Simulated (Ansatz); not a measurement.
Values for one crystal, relaxed and computed with PBE+D3(BJ) (plane waves, PAW; program Ansatz); other levels are named.

| Quantity | Result |
|---|---|
| Volume per atom | 27.21 Å³ |
| Electronic character | metallic (no gap) |
| Bulk modulus (Birch–Murnaghan fit) | 53.9 GPa |
| Density of states at the Fermi level | 0.47 states/eV per atom (mean over ±0.08 eV) |
| Pressure derivative B′ | 4.8 |

Q: Which of these materials gives this?
A. Al, fcc (Cu type)
B. Sn, β-Sn type
C. Fe, bcc (W type)
D. Mg, hcp (Mg type)

A: B, Sn, β-Sn type

Space group I4_1/amd (β-Sn type). The PBE+D3(BJ) relaxation kept the symmetry of its start. The pairwise dispersion correction was not fitted to metals. Spin–orbit coupling is left out wherever it is not named.

Potentials: the later of the program's two PAW sets.
